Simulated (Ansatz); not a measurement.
Ru:
```cif
data_Ru2
_chemical_formula_sum 'Ru2'
_space_group_name_H-M_alt 'P63/mmc'
_space_group_IT_number 194
_space_group_name_Hall '-P 6c 2c'
_cell_length_a 2.70352
_cell_length_b 2.70352
_cell_length_c 4.26398
_cell_angle_alpha 90.000
_cell_angle_beta 90.000
_cell_angle_gamma 120.000
loop_
_atom_site_label
_atom_site_type_symbol
_atom_site_symmetry_multiplicity
_atom_site_Wyckoff_symbol
_atom_site_fract_x
_atom_site_fract_y
_atom_site_fract_z
_atom_site_occupancy
Ru1 Ru 2 d 0.66667 0.33333 0.25000 1
```

Relaxed with r²SCAN.

Task: Which orbitals make up the states near the Fermi level in the program Ansatz at the r²SCAN level (PAW)?

Result: Within 0.5 eV of the Fermi level: Ru 4d 93 %. Projections are on Löwdin-orthogonalised atomic valence shells; empty p or d shells of many metals are not among them.

Task: Tabulate the density of states.

Result: States/eV per cell of 2 atoms, in 0.25 eV bins, energy from the Fermi level.

```
E (eV)  total  Ru 4d  Ru 5s  Ru 4p
------  -----  -----  -----  -----
-7.85    0.08   0.00   0.07   0.00
-7.60    0.11   0.00   0.10   0.00
-7.35    0.14   0.00   0.12   0.00
-7.10    0.17   0.01   0.14   0.00
-6.85    0.20   0.01   0.17   0.00
-6.60    0.56   0.31   0.23   0.01
-6.35    1.63   1.23   0.36   0.01
-6.10    2.57   2.00   0.52   0.02
-5.85    3.03   2.54   0.44   0.02
-5.60    3.13   2.67   0.42   0.02
-5.35    2.29   2.00   0.26   0.02
-5.10    2.08   1.82   0.22   0.02
-4.85    2.24   2.04   0.17   0.02
-4.60    2.88   2.61   0.22   0.03
-4.35    2.05   1.91   0.11   0.02
-4.10    2.72   2.55   0.12   0.02
-3.85    2.70   2.49   0.16   0.02
-3.60    1.59   1.44   0.12   0.01
-3.35    1.57   1.49   0.06   0.01
-3.10    3.39   3.20   0.13   0.02
-2.85    3.19   2.99   0.15   0.02
-2.60    2.46   2.30   0.11   0.01
-2.35    3.58   3.38   0.15   0.02
-2.10    2.60   2.43   0.12   0.01
-1.85    2.88   2.66   0.15   0.02
-1.60    3.21   2.95   0.17   0.02
-1.35    2.47   2.26   0.13   0.01
-1.10    1.90   1.73   0.11   0.01
-0.85    1.80   1.63   0.10   0.01
-0.60    1.72   1.56   0.10   0.00
-0.35    1.66   1.53   0.08   0.00
-0.10    1.56   1.46   0.06   0.00
0.15     1.53   1.43   0.05   0.00
0.40     1.61   1.52   0.05   0.00
0.65     1.86   1.77   0.06   0.00
0.90     2.35   2.26   0.06   0.00
1.15     2.78   2.67   0.08   0.00
1.40     3.51   3.38   0.10   0.00
1.65     3.92   3.78   0.12   0.00
1.90     2.21   2.06   0.12   0.00
2.15     0.50   0.34   0.14   0.00
2.40     0.49   0.29   0.16   0.00
2.65     0.48   0.25   0.17   0.00
2.90     0.48   0.23   0.18   0.00
3.15     0.49   0.21   0.19   0.00
3.40     0.48   0.19   0.20   0.00
3.65     0.48   0.18   0.21   0.00
3.90     0.49   0.16   0.21   0.00
4.15     0.48   0.15   0.21   0.00
4.40     0.45   0.12   0.20   0.00
4.65     0.44   0.11   0.19   0.00
```

Space group P6_3/mmc (hcp (Mg type)). Symmetry was held in the r²SCAN relaxation; of distortions, only those at the zone centre were tested. The run is not spin-polarised. Spin–orbit coupling is left out wherever it is not named.

Potentials: the later of the program's two PAW sets.
